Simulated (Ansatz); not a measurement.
## Hf3SnS8 (P3m1) at 2 levels of theory

One geometry, relaxed with PBE; plane waves with PAW potentials in Ansatz, scalar-relativistic. No spin polarisation. Gaps are the least over mesh and band path; pressure is positive in compression.

```xyz
12
Lattice="3.6640 0.0000 0.0000 -1.8320 3.1731 0.0000 0.0000 0.0000 27.7541" Properties=species:S:1:pos:R:3 pbc="T T T"
Hf    0.0000    2.1154    8.6524
Hf    0.0000    2.1154   22.5885
Hf    1.8320    1.0577    1.7430
Sn    1.8320    1.0577   15.5861
S     1.8320    1.0577   10.0933
S     1.8320    1.0577   24.0293
S     0.0000    2.1154    3.1838
S     0.0000    2.1154   17.0771
S     0.0000    0.0000    0.3020
S     0.0000    0.0000   14.0950
S     0.0000    0.0000    7.2114
S     0.0000    0.0000   21.1475
```

```
level  cutoff (eV)   k mesh  gap (eV)  pressure (GPa)
  PBE          420  12×12×1      1.21             0.0
```

Q: What comes out on the same cell with LDA?

A:
```tsv
level	cutoff (eV)	k mesh	gap (eV)	pressure (GPa)
LDA	420	12×12×1	1.01	-4.4
```

Spin-orbit coupling matters for the bands of heavy elements and is left out. The cell holds layers, chains or molecules and no dispersion correction was added, so their binding is poorly described.

It was reached by relaxing an invented guess, and it needn't be the stable form of this composition.
